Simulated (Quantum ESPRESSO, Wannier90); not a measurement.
# Mo$_{2}$N (anti-anatase), plane waves to Wannier functions

```xyz
6
Lattice="4.2556 0.0000 0.0000 0.0000 4.2556 0.0000 -2.1278 -2.1278 3.9751" Properties=species:S:1:pos:R:3 pbc="T T T"
Mo     2.1278     0.0000    -0.1037
Mo     0.0000     0.0000     1.8839
Mo     0.0000     0.0000    -1.8839
Mo     0.0000    -2.1278     0.1037
N     -2.1278     0.0000     1.9875
N      2.1278     2.1278     0.0000
```

Structure: Materials Project mp-27953, symmetrised, not relaxed again. COD (Crystallography Open Database) has an entry of this formula and space group (matched by these alone). Computed values, not measurements, from PBEsol: Quantum ESPRESSO (norm-conserving PseudoDojo potentials, cutoff 68 Ry, spinors with spin-orbit coupling) on a Γ-centred 4×4×4 mesh, then Wannier90. Density: 8×8×8 mesh, cold smearing 0.01 Ry.

A tight-binding model is made by disentanglement and projection with no localisation steps (num_iter = 0), so the 52 orbitals stay atom-like: hydrogen-like Mo: d; N: p, axes along x, y, z; frozen window up to 1.50 eV relative to the Fermi level. It follows pw.x to 19 meV rms for states up to 1.0 eV relative to the Fermi level. Matrix elements depend on this choice of orbitals and windows.

The 20 largest hoppings ⟨m,0|H|n,R⟩ between different sites (one of each Hermitian pair; signs follow the real orbitals' lobes; the list may end inside a set of equal values):

```tsv
m	n	R	distance of the centres (Å)	t (eV)	Im t (eV)
Mo2 dz2↑	N6 pz↑	0 0 1	2.34	2.421	0.000
Mo2 dz2↓	N6 pz↓	0 0 1	2.34	2.421	0.000
N5 pz↑	Mo4 dz2↑	0 1 1	2.34	-2.421	0.000
N5 pz↓	Mo4 dz2↓	0 1 1	2.34	-2.421	0.000
Mo1 dz2↑	N5 pz↑	1 0 0	2.34	2.421	0.000
Mo1 dz2↓	N5 pz↓	1 0 0	2.34	2.421	0.000
N6 pz↑	Mo3 dz2↑	1 1 1	2.34	-2.421	0.000
N6 pz↓	Mo3 dz2↓	1 1 1	2.34	-2.421	0.000
N5 px↑	Mo2 dx2-y2↑	0 0 0	2.13	-1.587	0.000
N6 py↑	Mo1 dx2-y2↑	0 0 0	2.13	-1.587	0.000
N5 py↓	Mo3 dx2-y2↓	0 0 1	2.13	-1.587	0.000
N6 px↓	Mo4 dx2-y2↓	0 1 0	2.13	1.587	0.000
N6 py↑	Mo1 dx2-y2↑	0 1 0	2.13	1.587	0.000
N5 py↓	Mo3 dx2-y2↓	0 1 1	2.13	1.587	0.000
Mo2 dx2-y2↑	N5 px↑	1 0 0	2.13	1.587	0.000
N6 px↓	Mo4 dx2-y2↓	1 1 0	2.13	-1.587	0.000
N5 px↓	Mo2 dx2-y2↓	0 0 0	2.13	-1.587	0.000
N6 py↓	Mo1 dx2-y2↓	0 0 0	2.13	-1.587	0.000
N5 py↑	Mo3 dx2-y2↑	0 0 1	2.13	-1.587	0.000
N6 px↑	Mo4 dx2-y2↑	0 1 0	2.13	1.587	0.000
```
